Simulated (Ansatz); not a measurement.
TaNO:
```cif
data_N4O4Ta4
_chemical_formula_sum 'Ta4 N4 O4'
_space_group_name_H-M_alt 'P 1'
_space_group_IT_number 1
_cell_length_a 4.97142
_cell_length_b 5.03484
_cell_length_c 5.18611
_cell_angle_alpha 90.000
_cell_angle_beta 99.637
_cell_angle_gamma 90.000
loop_
_space_group_symop_operation_xyz
  'x, y, z'
loop_
_atom_site_label
_atom_site_type_symbol
_atom_site_fract_x
_atom_site_fract_y
_atom_site_fract_z
_atom_site_occupancy
Ta1 Ta 0.29302 0.45473 0.71610 1
Ta2 Ta 0.70698 0.54527 0.28390 1
Ta3 Ta 0.70698 0.95473 0.78390 1
Ta4 Ta 0.29302 0.04527 0.21610 1
N1 N 0.44435 0.74401 0.97887 1
N2 N 0.55565 0.25599 0.02113 1
N3 N 0.55565 0.24401 0.52113 1
N4 N 0.44435 0.75599 0.47887 1
O1 O 0.06217 0.32583 0.34691 1
O2 O 0.93783 0.67417 0.65309 1
O3 O 0.93783 0.82583 0.15309 1
O4 O 0.06217 0.17417 0.84691 1
```

Relaxed with r²SCAN. The program Ansatz at the r²SCAN level (PAW) gives a gap of 2.34 eV.

What gap does HSE06 give on the same cell (Ansatz, PAW)?

3.14 eV, 0.80 eV more. The hybrid was solved on a coarser mesh and at special points; its gap is the smallest among all of these.

```tsv
k	v1 r²SCAN	c1 r²SCAN	v1 HSE06	c1 HSE06
Γ	-0.02	2.56	?	?
Z	-0.05	3.12	?	?
B	-0.07	3.17	-0.04	4.06
Y2	-0.24	2.34	-0.24	3.14
C2	-0.16	3.18	-0.14	4.03
D	-0.63	3.23	-0.66	4.12
A	-0.34	2.85	?	?
E	-0.93	3.01	?	?
```

Top valence (v1) and lowest conduction level (c1) in eV from each method's valence maximum (which need not be a listed point): supply the withheld HSE06 values.


- Z, v1 HSE06: -0.04
- Z, c1 HSE06: 3.98
- A, v1 HSE06: -0.32
- A, c1 HSE06: 3.70
- E, v1 HSE06: -0.99
- E, c1 HSE06: 3.85
- Γ, v1 HSE06: -0.03
- Γ, c1 HSE06: 3.37

Cost on shared cores: the r²SCAN run (SCF on a 6×6×6 mesh, then bands and DOS) around 8 core-minutes (rough), the HSE06 run (SCF on 4×3×3, then a few points) around 10 core-minutes (rough); the tasks are unlike.

Space group P2_1/c. The workflow started from a Materials Project entry (that database holds measured and hypothetical structures alike); the Crystallography Open Database files this formula in space group No. 14, but the cells were not matched. Whether it is the stable phase at ambient conditions was not checked. Symmetry was held in the r²SCAN relaxation; whether a distortion lowers the energy is not shown. The run is not spin-polarised. Spin–orbit coupling is left out wherever it is not named.

Potentials: the later of the program's two PAW sets.
